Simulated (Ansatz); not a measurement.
## Profile along the Zr–Zr line in Zr (hcp, Mg type)

Zr (hcp, Mg type)

```cif
data_Zr2
_chemical_formula_sum 'Zr2'
_space_group_name_H-M_alt 'P63/mmc'
_space_group_IT_number 194
_space_group_name_Hall '-P 6c 2c'
_cell_length_a 3.24591
_cell_length_b 3.24591
_cell_length_c 5.15116
_cell_angle_alpha 90.000
_cell_angle_beta 90.000
_cell_angle_gamma 120.000
loop_
_atom_site_label
_atom_site_type_symbol
_atom_site_symmetry_multiplicity
_atom_site_Wyckoff_symbol
_atom_site_fract_x
_atom_site_fract_y
_atom_site_fract_z
_atom_site_occupancy
Zr1 Zr 2 d 0.66667 0.33333 0.25000 1
```

Fields along a shortest Zr–Zr line of a (1 -1 0 0) plane (3.25 Å), from Zr to Zr, interpolated on the slice's grid (step about 0.2 Å). The numbers are results of r2SCAN (plane waves to 500 eV, PAW, scalar-relativistic; Ansatz, a quantum-chemistry and plane-wave program), not measurements. k mesh 16×16×9. These are valence fields of a PAW run, semicore shells included where kept as valence: close to a nucleus they are smooth pseudo fields. The PAW data are Ansatz's earlier set. Zr is run without spin polarisation. Zr was relaxed with its symmetry unable to fall.

```tsv
distance from Zr (Å)	valence electron density (e/Å³)	electron localisation function
0.00	3.40	x
0.16	3.79	x
0.33	4.23	x
0.49	3.85	x
0.65	2.66	0.78
0.81	1.42	0.67
0.98	0.65	0.41
1.14	0.33	0.20
1.30	0.21	0.14
1.46	0.17	0.20
1.62	0.17	0.24
1.79	0.17	0.20
1.95	0.21	0.14
2.11	0.33	0.20
2.28	0.65	0.41
2.44	1.42	0.67
2.60	2.66	0.78
2.76	3.85	x
2.93	4.23	x
3.09	3.79	x
3.25	3.40	x
```

x: too close to a nucleus for the ELF to mean much.

Density on the Zr–Zr line (3.25 Å) at its midpoint: 0.17 e/Å³. ELF at that point: 0.2.
